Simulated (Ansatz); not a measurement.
Ansatz (a program for electronic structure) input:

Ansatz 0.2 input:
```yaml
crystal:
  lattice:
    - [4.3488971504, 0.0, 0.0]
    - [-2.1744485752, 3.7662554107, 0.0]
    - [0.0, 0.0, 8.3706221802]
  atoms:
    - { symbol: B, position: [0.7676886558, 0.6015614299, 0.7747914952] }
    - { symbol: B, position: [0.3984385701, 0.1661272259, 0.1081248286] }
    - { symbol: B, position: [0.8338727741, 0.2323113442, 0.4414581619] }
    - { symbol: B, position: [0.6015614299, 0.7676886558, 0.2252085048] }
    - { symbol: B, position: [0.1661272259, 0.3984385701, 0.8918751714] }
    - { symbol: B, position: [0.2323113442, 0.8338727741, 0.5585418381] }
    - { symbol: O, position: [0.146974768, 0.5491379067, 0.4602718441] }
    - { symbol: O, position: [0.4508620933, 0.5978368612, 0.7936051775] }
    - { symbol: O, position: [0.4021631388, 0.853025232, 0.1269385108] }
    - { symbol: O, position: [0.5491379067, 0.146974768, 0.5397281559] }
    - { symbol: O, position: [0.5978368612, 0.4508620933, 0.2063948225] }
    - { symbol: O, position: [0.853025232, 0.4021631388, 0.8730614892] }
    - { symbol: O, position: [0.0, 0.840841962, 0.6666666667] }
    - { symbol: O, position: [0.159158038, 0.159158038, 0.0] }
    - { symbol: O, position: [0.840841962, 0.0, 0.3333333333] }
kpoints:
  mp_grid: { grid: [7, 7, 4] }
hamiltonian:
  xc: pbesol
  pseudopotentials: { kind: paw }
scf:
  occupations: { method: fixed }
dielectric: { raman: true }
```

Output (shortened):

```
Pseudopotential: B, paw, valence charge 3
Pseudopotential: O, paw, valence charge 6
Functional definition: PBEsol
Crystal: 15 atoms, lattice volume = 137.103 Å³
Basis set: ecut = 420 eV, 2685 PW (Γ), exchange–correlation on 60×60×120 points (8 copies of the dense FFT grid, shifted against one another)
Bands: 51, of which v1, the nominal top of the filled ones, is band 36 counted from 1 (35 counted from 0)
Symmetry: 6 space group operations
k-points: 99 of 196 (irreducible under 1 space group operation, time reversal used)
SCF iter   1: F=—  HF=-5976.971467 eV  |F-HF|=—  |Δ(HF+E_count)|=         —  Δρ=1.37e-2  dr2=1.84e-1  ethr=1.77e-3  ⟨swp⟩=5.0  Hψ=18133  notcnv=0  defer=1272
preconditioner: auto → Resta (q_TF=auto, 2.451 Å⁻¹)
SCF iter   2: F=—  HF=-5976.921398 eV  |F-HF|=—  |Δ(HF+E_count)|=   5.01e-2  Δρ=2.45e-3  dr2=3.99e-3  ethr=2.56e-4  ⟨swp⟩=2.0  Hψ=8696  notcnv=0  defer=1286
SCF iter   3: F=—  HF=-5976.922540 eV  |F-HF|=—  |Δ(HF+E_count)|=   1.14e-3  Δρ=1.30e-3  dr2=1.33e-3  ethr=5.54e-6  ⟨swp⟩=2.5  Hψ=7969  notcnv=0  defer=1286
SCF iter   4: F=—  HF=-5976.922981 eV  |F-HF|=—  |Δ(HF+E_count)|=   4.41e-4  Δρ=1.88e-4  dr2=3.51e-5  ethr=1.85e-6  ⟨swp⟩=3.0  Hψ=8122  notcnv=0  defer=1286
SCF iter   5: F=—  HF=-5976.922993 eV  |F-HF|=—  |Δ(HF+E_count)|=   1.21e-5  Δρ=9.58e-5  dr2=8.15e-6  ethr=4.87e-8  ⟨swp⟩=2.0  Hψ=7509  notcnv=0  defer=1267
SCF iter   6: F=—  HF=-5976.922995 eV  |F-HF|=—  |Δ(HF+E_count)|=   1.55e-6  Δρ=1.66e-5  dr2=2.39e-7  ethr=1.13e-8  ⟨swp⟩=2.0  Hψ=7120  notcnv=0  defer=1252
SCF iter   7: F=—  HF=-5976.922996 eV  |F-HF|=—  |Δ(HF+E_count)|=   1.54e-6  Δρ=4.62e-6  dr2=1.88e-8  ethr=3.32e-10  ⟨swp⟩=2.0  Hψ=7961  notcnv=0  defer=1139
SCF iter   8: F=—  HF=-5976.922997 eV  |F-HF|=—  |Δ(HF+E_count)|=   3.22e-8  Δρ=6.14e-7  dr2=4.50e-10  ethr=2.61e-11  ⟨swp⟩=2.0  Hψ=7323  notcnv=0  defer=1140
SCF iter   9: F=-5976.922997 eV  HF=-5976.922997 eV  |F-HF|=1.91e-11  |Δ(HF+E_count)|=  4.61e-10  Δρ=1.47e-7  dr2=1.99e-11  ethr=1.00e-12  ⟨swp⟩=15.4  Hψ=24901  notcnv=0
SCF 1 converged in 9 iterations: F = -5976.922997 eV  dr2 = 1.99e-11
NSCF: frozen V_eff on 8 k-points
DFPT response loops at Γ: preconditioner auto → Resta (q_TF=auto, 2.451 Å⁻¹)  ε∞=3.1 (no band partly filled) …
── the response to a field inside a basis, on 8×8×4 k-points: an SCF that follows is theirs, and a resumed run solves both again ──
Crystal: 15 atoms, lattice volume = 137.103 Å³
Bands: 37, of which v1, the nominal top of the filled ones, is band 36 counted from 1 (35 counted from 0)
k-points: 72 of 256 (irreducible under 2 space group operations, time reversal used)
SCF iter   1: F=—  HF=-5976.649353 eV  |F-HF|=—  |Δ(HF+E_count)|=         —  Δρ=5.18e-4  dr2=8.69e-5  ethr=1.00e-1
preconditioner: auto → Resta (q_TF=auto, 2.451 Å⁻¹)
SCF iter   2: F=—  HF=-5976.649450 eV  |F-HF|=—  |Δ(HF+E_count)|=   9.71e-5  Δρ=2.69e-4  dr2=2.94e-5  ethr=1.21e-7
SCF iter   3: F=—  HF=-5976.649492 eV  |F-HF|=—  |Δ(HF+E_count)|=   4.16e-5  Δρ=7.20e-5  dr2=3.23e-6  ethr=4.08e-8
SCF iter   4: F=—  HF=-5976.649492 eV  |F-HF|=—  |Δ(HF+E_count)|=   2.35e-8  Δρ=1.30e-5  dr2=1.64e-7  ethr=4.48e-9
SCF iter   5: F=—  HF=-5976.649492 eV  |F-HF|=—  |Δ(HF+E_count)|=   3.15e-7  Δρ=6.28e-6  dr2=4.13e-8  ethr=2.27e-10
SCF iter   6: F=—  HF=-5976.649492 eV  |F-HF|=—  |Δ(HF+E_count)|=   1.07e-9  Δρ=1.31e-6  dr2=1.67e-9  ethr=5.73e-11
SCF iter   7: F=—  HF=-5976.649492 eV  |F-HF|=—  |Δ(HF+E_count)|=   2.89e-9  Δρ=2.82e-7  dr2=1.15e-10  ethr=2.32e-12
SCF iter   8: F=-5976.649492 eV  HF=-5976.649492 eV  |F-HF|=3.64e-12  |Δ(HF+E_count)|=  2.29e-10  Δρ=5.17e-8  dr2=4.78e-12  ethr=1.00e-12
SCF 1 converged in 8 iterations: F = -5976.649492 eV  dr2 = 4.78e-12
DFPT response loops at Γ: mixed as the last ones told, above
DFPT response loops at Γ: mixed as the last ones told, above
DFPT response loops at Γ: mixed as the last ones told, above
SCF converged after 9 iterations
Free energy (F): -5976.922997 eV
Harris-Foulkes:  -5976.922997 eV  (|F-HF|=1.91e-11)
Internal energy: -5976.922997 eV  (E = F + TS)
E sigma→0 (E₀):  -5976.922997 eV
Fermi energy:    2.536299 eV
--- Per-component energies (eV) ---
  E_band       = -323.156137
  E_kinetic    = 1879.135891
  E_local      = -4079.785353  (includes V_loc(G=0)·N_el)
  E_nonlocal   = 509.128992
  E_hartree    = 1388.394168
  E_xc         = -839.581786
  E_vxc        = -1059.261689  (∫ρ·V_xc dr)
  E_paw        = -1833.912456  (= ΣΔE_a)
  E_vpaw       = -349.185388  (= ΣTr[D̂ρ^β])
  E_aug_tail   = 0.022955  (compensation charges beyond the density's cutoff)
  E_ewald      = -3000.731264
  E_core_change = 0.405857  (= ΣΔE_core)
  E_smearing   =  0.000000  (= −TS)
  E_closure    = 0.000000  (closes the sum)
  Σ components = -5976.922997   (vs F -5976.922997, Δ=0.00e0)
  [band-id]    e_kinetic+e_local+e_nonlocal+2·e_hartree+e_vxc+e_vpaw+e_augmentation_tail = -323.156256   (vs E_band -323.156137, Δ=-1.19e-4)
--- Band table (eV; the first three rows and the last of 99) ---
  k-point 0: bands = ["-17.2897", "-16.6177", "-16.6177", "-15.2361", "-15.2361", "-14.7976", "-14.7976", "-14.7895", "-14.7377", "-6.0699", "-5.4879", "-5.4879", "-4.4058", "-4.4058", "-3.6253", "-3.5896", "-2.8978", "-2.8978", "-1.2762", "-1.2762", …
  k-point 1: bands = ["-17.2427", "-16.8899", "-16.3295", "-15.4829", "-15.0216", "-14.8003", "-14.7938", "-14.7929", "-14.7662", "-6.0327", "-5.7361", "-5.2054", "-4.6010", "-4.2355", "-3.8545", "-3.3419", "-2.9536", "-2.8996", "-1.6316", "-0.8164", …
  k-point 2: bands = ["-17.1055", "-17.1055", "-16.1600", "-15.6374", "-14.8656", "-14.8656", "-14.8014", "-14.7896", "-14.7896", "-5.9211", "-5.9211", "-5.0045", "-4.7646", "-4.0612", "-4.0612", "-3.1069", "-3.1069", "-2.9069", "-1.7653", "-0.5066", …
  k-point 98: bands = ["-16.8262", "-16.5014", "-16.1428", "-15.7602", "-15.4732", "-15.1749", "-14.9335", "-14.8907", "-14.8165", "-5.9399", "-5.5872", "-5.1201", "-4.4933", "-3.9918", "-3.6407", "-3.1784", "-2.7857", "-2.5041", "-1.9532", "-1.2974", …
--- Dielectric response (ions clamped): 2 representative field directions + reference, on 99 of 196 k-points (Σ response iterations 19) ---
  ε∞ (high-frequency dielectric tensor):
        2.899648     0.000000     0.000000
        0.000000     2.899648     0.000000
        0.000000     0.000000     2.845346
  Born effective charges Z* (e; rows j = field, columns β = displacement):
    site 0:
         3.20289   -0.08170    0.09766
         0.17166    1.92002   -0.40683
        -0.32931   -0.84191    2.30535
    site 1:
         2.27969   -0.70466    0.30350
        -0.45131    2.84322    0.28799
         0.89377    0.13576    2.30535
    site 2:
         2.20179    0.40633   -0.40115
         0.65969    2.92112    0.11884
        -0.56446    0.70614    2.30535
    site 3:
         2.20179   -0.40633    0.40115
        -0.65969    2.92112    0.11884
         0.56446    0.70614    2.30535
    site 4:
         3.20289    0.08170   -0.09766
        -0.17166    1.92002   -0.40683
         0.32931   -0.84191    2.30535
    site 5:
         2.27969    0.70466   -0.30350
         0.45131    2.84322    0.28799
        -0.89377    0.13576    2.30535
    site 6:
        -1.09309   -0.55660    0.02663
        -0.47401   -2.52452   -0.55854
         0.14782   -0.72823   -1.35523
    site 7:
        -2.61293   -0.40347    0.47040
        -0.32088   -1.00468    0.30233
         0.55676    0.49213   -1.35523
    site 8:
        -1.72040    0.83619   -0.49703
         0.91877   -1.89722    0.25621
        -0.70458    0.23610   -1.35523
    site 9:
        -1.72040   -0.83619    0.49703
        -0.91877   -1.89722    0.25621
         0.70458    0.23610   -1.35523
    site 10:
        -1.09309    0.55660   -0.02663
         0.47401   -2.52452   -0.55854
        -0.14782   -0.72823   -1.35523
    site 11:
        -2.61293    0.40347   -0.47040
         0.32088   -1.00468    0.30233
        -0.55676    0.49213   -1.35523
    site 12:
        -1.66713   -0.28030    0.59747
        -0.28030   -1.34346    0.34495
         0.95615    0.55203   -1.90024
    site 13:
        -1.66713    0.28030   -0.59747
         0.28030   -1.34346    0.34495
        -0.95615    0.55203   -1.90024
    site 14:
        -1.18162    0.00000    0.00000
         0.00000   -1.82896   -0.68990
         0.00000   -1.10406   -1.90024
  Z* charge neutrality: 1.786e-5 e pre-enforcement
  k-mesh period / interband length: 30.4 Å / 0.96 Å = 31.85 at k = (0.0000, 0.0000, 0.0000), direct gap 6.794 eV — 14 or more, which is no proof of convergence
  Raman tensors (in the event stream and the table raman_tensors.tsv) …
```

Cost: very roughly 60 core-minutes on shared cores.

Space group P3_121. The first step of the workflow began from a Materials Project structure, measured or hypothetical; the Crystallography Open Database files this formula in space group No. 152, but the cells were not matched. Whether it is the stable phase at ambient conditions was not checked. The PBEsol relaxation kept the symmetry of its start; its stability against distortions is not shown here.

Potentials: the later of the program's two PAW sets.

Ansatz is a plane-wave DFT program.
